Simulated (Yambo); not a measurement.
A free-standing WSe$_{2}$ monolayer (symmetry P-6m2, slab cell 16.3 Å high); a = b = 3.2713 Å, c = 16.3000 Å, α = β = 90.00°, γ = 120.00°. With the G0W0 scissor the direct gap on the mesh is 2.33 eV.

Does this run resolve the lowest exciton, and if so, what are its energy and binding? (Yambo, PBEsol bands; 18×18×1 mesh, 6 valence and 6 conduction bands, static screening with 104 bands and a 3 Ry block, scissor 0.93 eV, Tamm-Dancoff, stochastic integration of W near q = 0.)

No. The lowest state covers only about 3 of the 324 k points, and no second mesh confirms it, so this run can't vouch for its energy or binding. The scissor comes from a G0W0 run whose convergence isn't established. 

The standard potential for Se keeps a d shell in the valence without the s and p states of that shell. In tests on such compounds this moved G0W0 gaps by up to about 0.9 eV, so absolute quasiparticle energies here are unreliable; differences between settings are what counts.

Spin-orbit coupling is included.

Geometry relaxed with PBEsol.
